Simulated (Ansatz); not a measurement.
Rigid cleavage in Ta₄C₃

Theory: DFT r2SCAN, scalar-relativistic, plane waves, PAW in Ansatz 0.2.0. Cutoff 500 eV, Γ-centred 9×9×5 k-points, Gaussian smearing of 0.15 eV. Spin–orbit coupling is left out, which can shift energies with elements as heavy as these. No spin polarisation. Energies are free energies at this smearing, counted from the undisturbed cell; pressure is positive in compression.

The starting cell (relaxed at this level; it needn't be the usual structure):

```
CELL_PARAMETERS angstrom
0.00000 -4.42479 0.00000
0.00000 0.00000 -4.42479
8.84959 0.00000 0.00000
ATOMIC_POSITIONS crystal
Ta 0.50000 0.50000 0.87500
Ta 0.50000 0.50000 0.37500
Ta 0.00000 0.50000 0.12500
Ta 0.00000 0.50000 0.62500
Ta 0.50000 0.00000 0.12500
Ta 0.50000 0.00000 0.62500
Ta 0.00000 0.00000 0.37500
Ta 0.00000 0.00000 0.87500
C 0.00000 0.00000 0.12500
C 0.00000 0.00000 0.62500
C 0.50000 0.00000 0.87500
C 0.50000 0.00000 0.37500
C 0.00000 0.50000 0.37500
C 0.00000 0.50000 0.87500
```

The cut lies on the cell's a–b face, a (1 0 0) plane (indices in the standard cell, whose axes needn't be the Cartesian ones shown) of area 19.58 Å², between layers 2.21 Å apart. Vector c is lengthened by d along the normal with the atoms' Cartesian places fixed: one unrelaxed cut a cell. The cell is metallic on the mesh throughout.

```
d (Å) energy (J/m²)
-0.30           1.48
 0.00           0.00
 0.25           0.44
 0.50           1.26
 1.00           2.75
 2.00           4.13
 3.00           4.54
 6.00           4.71
```

Cost: 8 runs of about 10 core-minutes in all, on Oxide Virtual Turin-like Processor (Zen 5) (shared hosts).